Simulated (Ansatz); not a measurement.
**Structure relaxation, W**

The start is a relaxed W cell displaced along its unstable phonon at q = (½, 0, 0) of its primitive reciprocal cell (24i cm⁻¹), largest move 0.15 Å. The cell and all atomic positions are relaxed at zero pressure with r2SCAN (plane waves to 500 eV, PAW, scalar-relativistic; Ansatz, a quantum-chemistry and plane-wave program). The first steps use a coarse 7×14×14 k-mesh.

The start:
```
CELL_PARAMETERS angstrom
      0.00000     4.01790     4.01790
      2.00895     0.00000     2.00895
      2.00895     2.00895     0.00000
ATOMIC_POSITIONS crystal
  W  0.00000 0.06012 0.96118
  W  0.50000 0.93988 0.03882
```

Task: How does the volume per atom move from start to end?

Result: -1.8 %, from 16.22 to 15.93 Å³/atom.

Task: Is the relaxed structure metallic? Give its gap.

Result: Zero (metallic).

Task: Write out the relaxed structure.

Result: 
Space group Im-3m (No. 229); a = 3.1698 Å, b = 3.1698 Å, c = 3.1698 Å, α = 90.00°, β = 90.00°, γ = 90.00°

| atom | site | symmetry | x | y | z |
|---|---|---|---|---|---|
| W | 2a | m-3m | 0.0000 | 0.0000 | 0.0000 |
(The calculation used a cell of 1 atom; values per cell refer to that cell.)

Final values are on a 21×21×21 k-mesh of the relaxed cell. No spin polarisation in the result.

The run could not lose the symmetry of its start.

Of the parent cell (Fm-3m (No. 225)): it is a generated cell of W: the first start was made by placing the elements on the sites of a structure type, and the end was not matched to a known phase here, so it may be hypothetical. Known forms of W include space group No. 229.
